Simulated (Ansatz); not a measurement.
A relaxation computed with Ansatz, from input to last step.

```yaml
crystal:
  lattice:
    - [2.8932736175, 0.0, 0.0]
    - [-1.4466368088, 2.5056484529, 0.0]
    - [0.0, 0.0, 4.5014637755]
  atoms:
    - { symbol: Be, position: [0.3333333333, 0.6666666667, 0.245] }
    - { symbol: Be, position: [0.6666666667, 0.3333333333, 0.755] }
    - { symbol: H, position: [0.0, 0.0, 0.0] }
    - { symbol: H, position: [0.3333333333, 0.6666666667, 0.645] }
    - { symbol: H, position: [0.6666666667, 0.3333333333, 0.355] }
basis:
  ecutwfc: 420
kpoints:
  mp_grid: { grid: [6, 6, 4] }
hamiltonian:
  xc: pbe
scf:
  occupations: { method: gaussian, width: 0.1 }
  lower_state_search: "off"
output:
  forces: true
  stress: true
  eigenvalues: true
relax:
  adjacent_minimum: "off"
  f_tol: 0.04
  max_steps: 70
  cell: { stress_tol: 0.4 }
```

```bash
ansatz run input.yaml --threads 1 --pin off --max-ram 2560MiB --backend cpu --events-out ev --progress --plain --runs-dir out
```

These are results of Ansatz, DFT PBE, scalar-relativistic, plane waves, PAW, not measurements.

Of 13 frames 10 are shown, positions in Å and forces in eV/Å; the SCF threshold varies from step to step. Steps run on the plane waves of an earlier cell, with a Pulay correction in the pressure. The basis is chosen afresh for the last frame, the zero of the energies, and at times for earlier ones too; energy and pressure step there, also at an unchanged geometry. Here that happened at step 11 (-3 meV/atom, 0.3 GPa); the frames before carry an error of that size. The mark taken_back stands on steps that the optimiser undid. The end is built of layers, and without a dispersion correction their distances are poorly fixed.

```xyz
5
Lattice="2.8933 0.0000 0.0000 -1.4466 2.5056 0.0000 0.0000 0.0000 4.5015" Properties=species:S:1:pos:R:3:forces:R:3 pbc="T T T" step=1 free_energy_over_end_meV_per_atom=153.75 pressure_GPa=-12.56
Be    0.0000    1.6704    1.1029    0.0000    0.0000    0.2973
Be    1.4466    0.8352    3.3986    0.0000    0.0000   -0.2973
H     0.0000    0.0000    0.0000    0.0000    0.0000    0.0000
H     0.0000    1.6704    2.9034    0.0000    0.0000    0.1953
H     1.4466    0.8352    1.5980    0.0000    0.0000   -0.1953
5
Lattice="2.7523 0.0000 0.0000 -1.3761 2.3836 0.0000 0.0000 0.0000 4.5118" Properties=species:S:1:pos:R:3:forces:R:3 pbc="T T T" step=2 free_energy_over_end_meV_per_atom=95.19 pressure_GPa=-6.42
Be    0.0000    1.5890    1.1261    0.0000    0.0000    0.0300
Be    1.3761    0.7945    3.3858    0.0000    0.0000   -0.0300
H     0.0000    0.0000    0.0000    0.0000    0.0000    0.0000
H     0.0000    1.5890    2.9097    0.0000    0.0000    0.2441
H     1.3761    0.7945    1.6022    0.0000    0.0000   -0.2441
5
Lattice="2.5382 0.0000 0.0000 -1.2691 2.1982 0.0000 0.0000 0.0000 4.8335" Properties=species:S:1:pos:R:3:forces:R:3 pbc="T T T" step=4 free_energy_over_end_meV_per_atom=47.31 pressure_GPa=3.88
Be    0.0000    1.4655    1.1591    0.0000    0.0000   -0.4556
Be    1.2691    0.7327    3.6744    0.0000    0.0000    0.4556
H     0.0000    0.0000    0.0000    0.0000    0.0000    0.0000
H     0.0000    1.4655    3.1925    0.0000    0.0000   -0.1252
H     1.2691    0.7327    1.6410    0.0000    0.0000    0.1252
5
Lattice="2.5010 0.0000 0.0000 -1.2505 2.1660 0.0000 0.0000 0.0000 5.0534" Properties=species:S:1:pos:R:3:forces:R:3 pbc="T T T" step=5 free_energy_over_end_meV_per_atom=22.14 pressure_GPa=3.33
Be    0.0000    1.4440    1.0995    0.0000    0.0000   -0.2680
Be    1.2505    0.7220    3.9539    0.0000    0.0000    0.2680
H     0.0000    0.0000    0.0000    0.0000    0.0000    0.0000
H     0.0000    1.4440    3.3489    0.0000    0.0000   -0.1244
H     1.2505    0.7220    1.7046    0.0000    0.0000    0.1244
5
Lattice="2.4755 0.0000 0.0000 -1.2377 2.1438 0.0000 0.0000 0.0000 5.2729" Properties=species:S:1:pos:R:3:forces:R:3 pbc="T T T" step=6 free_energy_over_end_meV_per_atom=11.10 pressure_GPa=1.13
Be    0.0000    1.4292    1.0574    0.0000    0.0000    0.0898
Be    1.2377    0.7146    4.2155    0.0000    0.0000   -0.0898
H     0.0000    0.0000    0.0000    0.0000    0.0000    0.0000
H     0.0000    1.4292    3.4660    0.0000    0.0000    0.1900
H     1.2377    0.7146    1.8069    0.0000    0.0000   -0.1900
5
Lattice="2.4698 0.0000 0.0000 -1.2349 2.1389 0.0000 0.0000 0.0000 5.6602" Properties=species:S:1:pos:R:3:forces:R:3 pbc="T T T" step=8 free_energy_over_end_meV_per_atom=9.46 pressure_GPa=1.99 taken_back
Be    0.0000    1.4260    1.0265    0.0000    0.0000    0.2322
Be    1.2349    0.7130    4.6337    0.0000    0.0000   -0.2322
H     0.0000    0.0000    0.0000    0.0000    0.0000    0.0000
H     0.0000    1.4260    3.9111    0.0000    0.0000   -0.2341
H     1.2349    0.7130    1.7490    0.0000    0.0000    0.2341
5
Lattice="2.4689 0.0000 0.0000 -1.2345 2.1382 0.0000 0.0000 0.0000 5.5601" Properties=species:S:1:pos:R:3:forces:R:3 pbc="T T T" step=9 free_energy_over_end_meV_per_atom=4.23 pressure_GPa=0.05
Be    0.0000    1.4254    1.0810    0.0000    0.0000   -0.0418
Be    1.2345    0.7127    4.4791    0.0000    0.0000    0.0418
H     0.0000    0.0000    0.0000    0.0000    0.0000    0.0000
H     0.0000    1.4254    3.7461    0.0000    0.0000    0.0166
H     1.2345    0.7127    1.8140    0.0000    0.0000   -0.0166
5
Lattice="2.4616 0.0000 0.0000 -1.2308 2.1318 0.0000 0.0000 0.0000 5.6458" Properties=species:S:1:pos:R:3:forces:R:3 pbc="T T T" step=10 free_energy_over_end_meV_per_atom=3.98 pressure_GPa=0.24
Be    0.0000    1.4212    1.0691    0.0000    0.0000    0.0297
Be    1.2308    0.7106    4.5766    0.0000    0.0000   -0.0297
H     0.0000    0.0000    0.0000    0.0000    0.0000    0.0000
H     0.0000    1.4212    3.8279    0.0000    0.0000    0.0088
H     1.2308    0.7106    1.8178    0.0000    0.0000   -0.0088
5
Lattice="2.4629 0.0000 0.0000 -1.2314 2.1329 0.0000 0.0000 0.0000 5.7469" Properties=species:S:1:pos:R:3:forces:R:3 pbc="T T T" step=12 free_energy_over_end_meV_per_atom=0.19 pressure_GPa=-0.11
Be    0.0000    1.4219    1.0764    0.0000    0.0000   -0.0046
Be    1.2314    0.7110    4.6705    0.0000    0.0000    0.0046
H     0.0000    0.0000    0.0000    0.0000    0.0000    0.0000
H     0.0000    1.4219    3.9185    0.0000    0.0000    0.0220
H     1.2314    0.7110    1.8285    0.0000    0.0000   -0.0220
5
Lattice="2.4629 0.0000 0.0000 -1.2314 2.1329 0.0000 0.0000 0.0000 5.7469" Properties=species:S:1:pos:R:3:forces:R:3 pbc="T T T" step=13 free_energy_over_end_meV_per_atom=0.00 pressure_GPa=-0.08
Be    0.0000    1.4219    1.0764    0.0000    0.0000   -0.0049
Be    1.2314    0.7110    4.6705    0.0000    0.0000    0.0049
H     0.0000    0.0000    0.0000    0.0000    0.0000    0.0000
H     0.0000    1.4219    3.9185    0.0000    0.0000    0.0225
H     1.2314    0.7110    1.8285    0.0000    0.0000   -0.0225
```

The start puts this composition into another compound's structure type, which needn't suit it. At the end the space group is P-3m1 (tolerance 0.05 Å).

The run took 5.1 s on 1 thread of Intel(R) Xeon(R) 6975P-C (Granite Rapids), on a shared host, peak memory 0.33 GiB.

The k mesh is coarse.